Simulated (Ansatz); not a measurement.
**Cold compression of Sn (sc type)**

```
Sn
1.0
     3.03318    0.00000    0.00000
     0.00000    3.03318    0.00000
     0.00000    0.00000    3.03318
Sn
1
Direct
  0.00000 0.00000 0.00000
```

The cell comes from a relaxation on PAW files under the same functional, begun from a prototype that needn't be the stable phase.

Its volume is scaled at fixed shape and fractional positions.

Level of theory: DFT with PBEsol, scalar-relativistic, in Ansatz 0.2.0; a Γ-centred 14×14×14 k mesh, Fermi–Dirac smearing of 0.1 eV, no spin polarisation. LAPW: all electrons, basis error target 1 meV/atom; PAW: frozen-core files, cutoff 420 eV; crystal datasets: all electrons, by PAW datasets that the program makes for each cell; norm-conserving: pseudopotentials, cutoff 980 eV; PAW (cutoff 300 eV): frozen-core files, cutoff 300 eV.

Energies are extrapolated to zero smearing and count from the unscaled cell; pressure is positive in compression; gaps take the mesh and a band path. No temperature or zero-point motion is included.

Spin–orbit coupling is left out, which matters for the heavy atoms. The PAW files were made under PBE. The structure type is held throughout; the real material can change phase at far lower pressure.

| V/V0 | V (Å³/atom) | P LAPW (GPa) | ΔE LAPW (eV/atom) | P PAW − LAPW (GPa) | ΔE PAW − LAPW (meV/atom) |
| --- | --- | --- | --- | --- | --- |
| 1.00 | 27.91 | 0.00 | 0.000 | -0.01 | 0.0 |
| 0.95 | 26.51 | 3.14 | 0.012 | -0.01 | 0.0 |
| 0.85 | 23.72 | 13.09 | 0.144 | 0.01 | 0.0 |
| 0.75 | 20.93 | 31.5 | 0.515 | 0.01 | 0.2 |
| 0.65 | 18.14 | 66.6 | 1.335 | 0.01 | 0.5 |
| 0.55 | 15.35 | 137.6 | 3.038 | 0.02 | 0.6 |
| 0.45 | 12.56 | ? | ? | ? | ? |
| 0.40 | 11.16 | 441.3 | 9.759 | 0.11 | 4.9 |

Question: Fit the Vinet equation to the LAPW pressures shown (residuals weighted by 1/(|P| + 0.03·Pmax)), and predict the pressure of the withheld row.

Answer: The fit gives V0 = 27.96 Å³/atom, B0 = 50.2 GPa and B0′ = 5.52. At 12.56 Å³/atom, x = (V/V0)^(1/3) = 0.7658, and P = 3·B0·(1 − x)/x²·exp[1.5·(B0′ − 1)·(1 − x)] = 294.4 GPa. The run itself gave 293.7 GPa (+0.2 % off) and ΔE = 6.607 eV/atom.

Question: At the smallest volume, how far do crystal datasets and norm-conserving and PAW (cutoff 300 eV) lie from LAPW in pressure?

Answer: crystal datasets: 0.00 GPa; norm-conserving: -0.73 GPa; PAW (cutoff 300 eV): +4.54 GPa, on a LAPW pressure of 441.3 GPa.

Question: How do the Löwdin populations by LAPW change from the unscaled cell to the last row?

Answer: Sn 4s 1.99 → 1.94, Sn 5s 1.53 → 1.10, Sn 4p 6.00 → 5.96, Sn 5p 2.47 → 2.98, Sn 4d 9.99 → 9.95 electrons an atom. These are projections on the shells that the free atoms fill; 0.02 e a cell lies outside them at the start and 0.07 e at the end.
